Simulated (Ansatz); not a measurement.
Ansatz (a first-principles code) input:

Ansatz 0.2 input:
```yaml
crystal:
  lattice:
    - [2.8240652545, 0.0, 0.0]
    - [-1.4120326272, 2.4457122523, 0.0]
    - [0.0, 0.0, 27.6649307938]
  atoms:
    - { symbol: Al, position: [0.6666666667, 0.3333333333, 0.6662460294] }
    - { symbol: Al, position: [0.0, 0.0, 0.75] }
    - { symbol: Al, position: [0.6666666667, 0.3333333333, 0.8337539706] }
    - { symbol: Al, position: [0.3333333333, 0.6666666667, 0.9169180716] }
    - { symbol: Al, position: [0.0, 0.0, 0.0] }
    - { symbol: Al, position: [0.6666666667, 0.3333333333, 0.0830819284] }
    - { symbol: Al, position: [0.3333333333, 0.6666666667, 0.1662460294] }
    - { symbol: Al, position: [0.0, 0.0, 0.25] }
    - { symbol: Al, position: [0.3333333333, 0.6666666667, 0.3337539706] }
    - { symbol: Al, position: [0.6666666667, 0.3333333333, 0.4169180716] }
    - { symbol: Al, position: [0.0, 0.0, 0.5] }
    - { symbol: Al, position: [0.3333333333, 0.6666666667, 0.5830819284] }
kpoints:
  mp_grid: { grid: [17, 17, 2] }
hamiltonian:
  xc: r2scan
  pseudopotentials: { azcp: { folder: ./paw }, kind: paw }
scf:
  occupations: { method: gaussian, width: 0.1 }
checkpoint: { read: metal.run }
output: { write_density: true, elf: true, volumetric_format: npy }
basis: { fft_grid_basis: typed }
```

Output (shortened):

```
Pseudopotentials: kind: paw
Pseudopotential: Al, paw, valence charge 3
Functional definition: r2SCAN
Crystal: 12 atoms, lattice volume = 191.078 Å³
Basis set: ecut = 500 eV, 4829 PW (Γ), exchange–correlation on 96×96×864 points (64 copies of the dense FFT grid, shifted against one another)
Bands: 42, of which v1, the nominal top of the filled ones, is band 18 counted from 1 (17 counted from 0)
Symmetry: 24 space group operations
Space group: P63/mmc (ITA 194), of the structure as read, at distance tolerance 5.8e-5 Å
k-points: 66 of 578
PAW frozen core: Al, regenerated for the run's functional
Initial density: read from a saved state, or passed on in memory by an earlier SCF of this step, an earlier step, the calling program or the single point that …
Stability of the state it starts from, as read at its close in the unpolarized treatment …
Initial wavefunctions: pseudopotential atomic-orbital guess
Eigensolver: davidson
Functional: x = r2scan, c = r2scan; τ floored in thin density (d = 2e-4 eV/Å³)
iter 1 solved again at ethr=1.13e-8 eV; its pass at ethr=3.10e-3 eV (dr2=4.05e-6 eV) is discarded
SCF iter   1: F=—  HF=-6484.934838 eV  |F-HF|=—  |Δ(HF+E_count)|=         —  Δρ=1.93e-8  dr2=7.53e-13  dr2_τ=5.52e-15  ethr=1.13e-8  ⟨swp⟩=4.3  Hψ=24560  notcnv=0  defer=1
all-band conjugate gradients solve this SCF's bands
preconditioner: auto → Kerker (q_TF=auto, 2.066 Å⁻¹)
SCF iter   2: F=-6484.934838 eV  HF=-6484.934838 eV  |F-HF|=9.09e-13  |Δ(HF+E_count)|=   3.64e-7  Δρ=1.51e-8  dr2=5.34e-13  dr2_τ=3.31e-15  ethr=1.00e-12  ⟨swp⟩=10.1  Hψ=12837  notcnv=0
SCF 1 converged in 2 iterations: F = -6484.934838 eV  dr2 = 5.34e-13
SCF converged after 2 iterations
Free energy (F): -6484.934838 eV
Harris-Foulkes:  -6484.934838 eV  (|F-HF|=9.09e-13)
Internal energy: -6484.917464 eV  (E = F + TS)
E sigma→0 (E₀):  -6484.926151 eV
Entropy (-TS):   -0.017374 eV (-1.448 meV/atom)
Fermi energy:    8.341137 eV
--- Per-component energies (eV) ---
  E_band       = 126.772640
  E_kinetic    = 278.339409
  E_local      = 136.264215  (includes V_loc(G=0)·N_el)
  E_nonlocal   = 113.089490
  E_hartree    = 1.472159
  E_xc         = -422.058964
  E_vxc        = -379.046182  (∫ρ·V_xc dr)
  E_paw        = -5698.637489  (= ΣΔE_a)
  E_vpaw       = -39.540524  (= ΣTr[D̂ρ^β])
  E_aug_tail   = 0.000009  (compensation charges beyond the density's cutoff)
  E_vtau       = 14.721906  (kinetic-family band-sum trace: ∫τ·v_τ [+ j·A + Jᵃ·Aᵃ] dr)
  E_ewald      = -892.664996
  E_core_change = -0.721297  (= ΣΔE_core)
  E_smearing   = -0.017374  (= −TS)
  E_closure    =  0.000000  (closes the sum)
  Σ components = -6484.934838   (vs F -6484.934838, Δ=0.00e0)
  [band-id]    e_kinetic+e_local+e_nonlocal+2·e_hartree+e_vxc+e_vpaw+e_augmentation_tail+e_vtau = 126.772641   (vs E_band 126.772640, Δ=4.68e-7)
--- Band table (eV; the first three rows and the last of 66) ---
  k-point 0: bands = ["-3.7525", "-3.5620", "-3.5323", "-2.9427", "-2.9247", "-1.9201", "-1.9152", "-0.5099", "-0.5042", "1.2747", "1.2923", "3.1885", "3.7580", "6.0111", "6.0333", "8.8844", "8.8901", "12.0749", "12.0753", "15.5330", "15.5379", "19.1051", "19.1617", "20.0584", "20.0584", "20.0632", "20.0632", "20.2007", "20.2007", "20.2017", "20.2017", "20.2335", "20.2335", "20.2478", "20.2478", "20.5856", "20.5856", "20.5952", "20.5952", "20.7730", "20.7730", "20.7849"]
  k-point 1: bands = ["-3.7014", "-3.7014", "-3.2909", "-3.2909", "-2.4755", "-2.4755", "-1.2610", "-1.2610", "0.3421", "0.3421", "2.3072", "2.3072", "4.7291", "4.7291", "7.4119", "7.4119", "10.4433", "10.4433", "13.7759", "13.7759", "17.3349", "17.3349", "20.0885", "20.0885", "20.0885", "20.0885", "20.1142", "20.1142", "20.1142", "20.1142", "20.3929", "20.3929", "20.3929", "20.3929", "20.4283", "20.4283", "20.4283", "20.4283", "20.8018", "20.8018", "20.9094", "20.9094"]
  k-point 2: bands = ["-3.6617", "-3.4714", "-3.4417", "-2.8524", "-2.8344", "-1.8304", "-1.8255", "-0.4212", "-0.4155", "1.3621", "1.3798", "3.2731", "3.8453", "6.0947", "6.1170", "8.9638", "8.9697", "12.1454", "12.1462", "15.5733", "15.5861", "18.1158", "18.2854", "18.3264", "18.6502", "18.7603", "18.8365", "18.9863", "19.0239", "19.1218", "19.2247", "19.4964", "19.5176", "19.6186", "19.6904", "20.2555", "20.3264", "20.3281", "20.3712", "20.4145", "20.7231", "20.7321"]
  k-point 65: bands = ["4.3032", "4.3032", "4.3072", "4.3072", "4.6173", "4.6173", "4.7048", "4.7048", "5.2730", "5.2730", "5.5816", "5.5816", "5.7296", "5.7296", "6.0925", "6.0925", "6.3879", "6.3879", "6.7832", "6.7832", "6.8546", "6.8546", "7.6897", "7.6897", "8.6030", "8.6030", "9.0842", "9.0842", "10.0687", "10.0687", "10.2931", "10.2931", "10.4995", "10.4995", "11.7863", "11.7863", "12.7196", "12.7196", "12.9769", "12.9769", "14.2140", "14.2140"]
  band table: 42 of 42 bands, residual norms ≤ 1.0e-3 eV
```

Cost: very roughly 70 core-seconds on shared cores.

Space group P6_3/mmc. The start of the workflow was typed in or built on a structure type; the Crystallography Open Database copy checked does not list it. It is not the phase usual at ambient conditions (space group No. 225). The cell was relaxed with r²SCAN under the symmetry of its start; whether a distortion lowers the energy is not shown. Axis ratios of metals converge slowly with the k-mesh, so a and c are less sure than the volume.

Potentials: the earlier of the program's two PAW sets.

Ansatz is a plane-wave DFT program.
